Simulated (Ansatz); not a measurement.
Al (fcc, Cu type), conventional cell a = b = c = 4.040 Å, α = β = γ = 90.00°. The calculation uses the primitive cell of 1 atom, to which meshes and values per cell refer.

Two coordinates are scanned: the volume, and the ratio of the stretch along z (the conventional c axis) to the stretch across it. Atoms keep their fractional coordinates.

All values below come from PBE (plane waves to 420 eV, PAW, scalar-relativistic; Ansatz, an electronic-structure program). k mesh 20×20×20 (Γ-centred), Fermi-Dirac smearing 0.05 eV. Compression counts positive. With partly filled bands, the response to shear is sensitive to the k mesh, so small differences along c/a are uncertain. Al was relaxed with its symmetry unable to fall. The PAW data are Ansatz's earlier set. The last digit holds for this mesh only.

Changes of σxx (GPa) from the point V/V₀ = 1.000, (c/a)/(c/a)₀ = 1.000 when one coordinate moves alone (two changes are said to add if the coupling is within 5 % of the smaller one, nearly so within 20 %):

```json
[
 {"point": "V/V₀ = 1.000, (c/a)/(c/a)₀ = 0.880", "change": "-1.33"},
 {"point": "V/V₀ = 1.000, (c/a)/(c/a)₀ = 0.920", "change": "-0.75"},
 {"point": "V/V₀ = 1.000, (c/a)/(c/a)₀ = 0.960", "change": "-0.46"},
 {"point": "V/V₀ = 0.960, (c/a)/(c/a)₀ = 1.000", "change": "3.44"},
 {"point": "V/V₀ = 0.973, (c/a)/(c/a)₀ = 1.000", "change": "2.20"},
 {"point": "V/V₀ = 0.987, (c/a)/(c/a)₀ = 1.000", "change": "1.06"},
 {"point": "V/V₀ = 1.013, (c/a)/(c/a)₀ = 1.000", "change": "-0.98"},
 {"point": "V/V₀ = 1.027, (c/a)/(c/a)₀ = 1.000", "change": "-1.89"},
 {"point": "V/V₀ = 1.040, (c/a)/(c/a)₀ = 1.000", "change": "-2.74"},
 {"point": "V/V₀ = 1.000, (c/a)/(c/a)₀ = 1.040", "change": "0.73"},
 {"point": "V/V₀ = 1.000, (c/a)/(c/a)₀ = 1.080", "change": "2.05"},
 {"point": "V/V₀ = 1.000, (c/a)/(c/a)₀ = 1.120", "change": "3.38"}
]
```

### Question
What is the change at V/V₀ = 0.973, (c/a)/(c/a)₀ = 1.120, where both move, and how far is it from the sum?

### Answer
The sum of the single changes is 2.20 + (3.38) = 5.58; the calculation gives 6.07, so the coupling contributes 0.49 (over 20 % of the smaller single change, not additive).

(Under strain, the slope of the energy per volume gives the stress and its curvature an elastic modulus.)
